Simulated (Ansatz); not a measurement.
SiC (zinc blende)

```yaml
crystal:
  lattice:
    - [0.00000, 2.18988, 2.18988]
    - [2.18988, 0.00000, 2.18988]
    - [2.18988, 2.18988, 0.00000]
  atoms:
    - { symbol: C, position: [0.75000, 0.75000, 0.75000] }
    - { symbol: Si, position: [0.00000, 0.00000, 0.00000] }
```

Method: PBE (plane waves to 420 eV, PAW, scalar-relativistic; Ansatz, a quantum-chemistry and plane-wave program). Harmonic phonons by density-functional perturbation theory on a 14×14×14 k mesh, in cm⁻¹; i marks imaginary ones, q is in fractions of the reciprocal vectors of the cell shown, and the three acoustic modes at Γ are left out. The non-analytic (LO-TO) term is not included, so polar modes at Γ have their transverse values. SiC was relaxed with its symmetry unable to fall.

### Question
Is the structure dynamically stable at Γ, L = (0.5, 0.0, 0.0), X = (0.5, 0.5, 0.0)?

### Answer
No imaginary mode at these points (lowest 259 cm⁻¹ at L = (0.5, 0.0, 0.0)); other wave vectors were not tested.

### Question
List the wavenumbers at Γ, L = (0.5, 0.0, 0.0), X = (0.5, 0.5, 0.0), with degeneracies.

### Answer
```json
[
 {"q": "Γ", "wavenumbers (cm⁻¹)": "775 (×3)"},
 {"q": "L = (0.5, 0.0, 0.0)", "wavenumbers (cm⁻¹)": "259 (×2), 601, 748 (×2), 813"},
 {"q": "X = (0.5, 0.5, 0.0)", "wavenumbers (cm⁻¹)": "360 (×2), 622, 741 (×2), 804"}
]
```
